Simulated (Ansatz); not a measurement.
With r²SCAN in the plane-wave PAW code Ansatz, CuO in the tetragonal phase (I4/mmm; Cu on 2a, O on 2b) relaxes to a = 2.756 Å, c = 5.490 Å. Cu has 4 nearest neighbours from 1.95 Å (square planar); O has 4 nearest neighbours from 1.95 Å (square planar). Against the elements it lies at -0.63 eV/atom, with no fitted shifts.

It is gapped at this level: 0.41 eV (indirect). The valence maximum lies at Z and the conduction minimum at M. The electron mass is 0.69, 0.69, 2.0 mₑ (principal values). The magnetic state found is antiferromagnetic.

The bulk modulus is 51.5 GPa. Bader charges are Cu +1.17, O -1.17 e.

The start of the workflow was typed in or built on a structure type; neither database checked (COD, Materials Project) lists it. It is not the phase usual at ambient conditions (space group No. 15). The r²SCAN relaxation kept the symmetry of its start, as lowered by the spin order; its stability against distortions is not shown here. Magnetic state: antiferromagnetic, the only order run, not a proven ground state. Other orbital occupations within this spin state were not tried. No Hubbard U is applied. The references are the lowest solids computed at this level, not always the standard phases (solids in place of the gases).

Potentials: the earlier of the program's two PAW sets. The files were generated under PBE; for other functionals the program regenerates the frozen cores, and for LDA and PBEsol the local potential too.
